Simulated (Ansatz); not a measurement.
CsYMnSe3:
```
CsYMnSe3
1.0
    2.11123    -8.02073     0.00000
    2.11123     8.02073     0.00000
    0.00000     0.00000    11.09683
Cs Y Mn Se
2 2 2 6
Direct
  0.25955   0.74045   0.25000
  0.74045   0.25955   0.75000
  0.00000   0.00000   0.00000
  0.00000   0.00000   0.50000
  0.53942   0.46058   0.25000
  0.46058   0.53942   0.75000
  0.61682   0.38318   0.05566
  0.38318   0.61682   0.94434
  0.38318   0.61682   0.55566
  0.61682   0.38318   0.44434
  0.94681   0.05319   0.25000
  0.05319   0.94681   0.75000
```
The run is spin-polarised; directions of the spins, atom by atom: 0 0 0 0 ↑ ↑ 0 0 0 0 0 0.

Relaxed with r²SCAN. Special points in fractions of this cell's reciprocal vectors: Γ (0.000, 0.000, 0.000); Y (-0.500, 0.500, 0.000); C0 (-0.267, 0.733, 0.000); Σ0 (0.267, 0.267, 0.000); Z (0.000, 0.000, 0.500); A0 (0.267, 0.267, 0.500); E0 (-0.267, 0.733, 0.500); T (-0.500, 0.500, 0.500); S (0.000, 0.500, 0.000); R (0.000, 0.500, 0.500).

### Question
List the band energies nearest the valence-band maximum at these points for the program Ansatz at the r²SCAN level (PAW).

### Answer
In eV from the valence-band maximum; about four levels below and three above (degenerate sets whole), none deeper than 8.9 eV; points with the same levels are listed once.

```tsv
k	below	above
Γ ↑	-0.55 -0.17 -0.16 0.00	2.40 2.61 2.84
Y ↑	-0.62 -0.35 -0.22 -0.06	2.24 2.56 3.12
C0 ↑	-1.11 -0.76 -0.69 -0.57	2.54 2.95 3.15
Z ↑	-0.30 -0.30 -0.22 -0.22	2.50 2.50 3.49 3.49
A0 ↑	-1.10 -1.10 -0.58 -0.58	2.91 2.91 3.06 3.06
T ↑	-0.36 -0.36 -0.28 -0.28	2.39 2.39 3.49 3.49 3.49 3.49
S ↑	-1.15 -0.79 -0.69 -0.57	2.53 2.93 3.17
R ↑	-1.15 -1.15 -0.58 -0.58	2.91 2.91 3.05 3.05
Γ ↓	-1.21 -1.06 -0.95 -0.88	1.77 2.05 2.29
Y ↓	-1.49 -1.11 -1.05 -0.99	1.78 1.83 2.42
C0 ↓	-1.93 -1.81 -1.61 -1.42	1.26 1.50 2.08
Z ↓	-1.04 -1.04 -1.01 -1.01	2.15 2.15 2.25 2.25
A0 ↓	-1.76 -1.76 -1.57 -1.57	1.65 1.65 1.86 1.86
T ↓	-1.26 -1.26 -1.05 -1.05	2.09 2.09 2.16 2.16
S ↓	-1.85 -1.82 -1.66 -1.49	1.26 1.51 2.08
R ↓	-1.77 -1.77 -1.64 -1.64	1.66 1.66 1.85 1.85
```

Space group Cmcm. The workflow started from a Materials Project entry (that database holds measured and hypothetical structures alike); the Crystallography Open Database copy checked does not list it. Its standing as an ambient phase is unchecked. The r²SCAN relaxation kept the symmetry of its start; its stability against distortions is not shown here. Magnetic state: ferromagnetic, the only order run, not a proven ground state. The program gave a warning on the electronic state, which may not be the lowest. No Hubbard U is applied. Scalar-relativistic: spin–orbit coupling is off unless named, which matters more the heavier the elements.

Potentials: the later of the program's two PAW sets.
